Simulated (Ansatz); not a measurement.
SiO2 with Sn replacing Si: ¹¹⁹Sn Mössbauer parameters

Cell: a supercell of SiO2 (quartz type, P3_221) built from a computed structure from the Materials Project (it need not be an observed phase), with the ions relaxed around the defect (PBE).

```
Sn Si O
1.0
    -7.37484    4.25786    5.43163
     7.37484   -4.25786    5.43163
     2.45828    4.25786   -5.43163
Sn Si O
1 11 24
Direct
  0.38929 0.16669 0.21761
  0.89086 0.65843 0.20961
  0.90150 0.16425 0.74116
  0.40383 0.67487 0.75071
  0.26164 0.27800 0.53985
  0.77239 0.76246 0.53206
  0.76013 0.26292 0.03136
  0.27885 0.76776 0.05701
  0.34087 0.56142 0.24760
  0.83128 0.07097 0.24548
  0.84833 0.57240 0.73523
  0.32046 0.05630 0.69250
  0.67114 0.36242 0.42156
  0.12838 0.83470 0.38905
  0.14273 0.34083 0.94652
  0.64361 0.84768 0.94601
  0.90033 0.75238 0.74128
  0.37923 0.23582 0.69681
  0.38741 0.73031 0.23320
  0.86695 0.23754 0.23052
  0.29024 0.27235 0.33474
  0.80594 0.73524 0.32405
  0.81328 0.23915 0.84595
  0.32611 0.76364 0.86612
  0.53423 0.58713 0.35633
  0.02662 0.10288 0.36521
  0.03873 0.59605 0.86166
  0.51858 0.09196 0.83520
  0.34868 0.49823 0.75184
  0.84856 0.97958 0.71866
  0.84998 0.48702 0.21539
  0.36234 0.98557 0.26859
  0.30049 0.59392 0.44935
  0.79151 0.09333 0.44468
  0.77850 0.57282 0.90281
  0.24702 0.06299 0.85427
```

Sites (sets of like atoms) are named by element and the number of their first atom in this list.

Method: Kohn–Sham DFT in Ansatz, PBE, plane waves and PAW, scalar-relativistic, 420 eV cutoff, Γ-centred 3×3×4 k-points, Fermi–Dirac smearing 0.01 eV.

Isomer shifts (against SnO₂) follow from the electron density at the nucleus, δ = α(ρ − ρ₀), with α = 0.099 mm s⁻¹ a₀³ and ρ₀ = 183191.44 a₀⁻³ from a line fitted to 8 measured compounds at this level of theory (rms miss 0.12 mm/s). ΔE_Q = ½eQV_zz(1 + η²/3)^½ with Q = -0.132 b for the 23.9 keV state.

Task: What would the ¹¹⁹Sn spectrum's parameters be?

Result: 

```tsv
site	atoms	first shell	ρ − ρ₀ (a₀⁻³)	δ (mm/s)	ΔE_Q (mm/s)	η
Sn	1	4 O at 1.93–1.94 Å	2.0	0.20	-0.34	0.57
```

The shift of Sn is typical of Sn(IV) in an ionic setting.

The defect repeats with the cell of 36 atoms, so it feels its images: sites between two images don't show the values beside a lone defect, and zeros or small values of η there can come from the images' arrangement. Without spin–orbit coupling (the program notes it for Sn) the gradients are little affected as a rule: paired runs on crystals with a gap mostly move them by under 2 % at such atoms.

The relaxation (6 steps) took 13 min of wall time (13 min of CPU time) and 1.4 GiB at its peak, on 1 thread of Arm Neoverse V2 (aarch64; 8 cores open to the job, memory cap 3.0 GiB, no GPU), a shared host with a load of 0.2 a core.
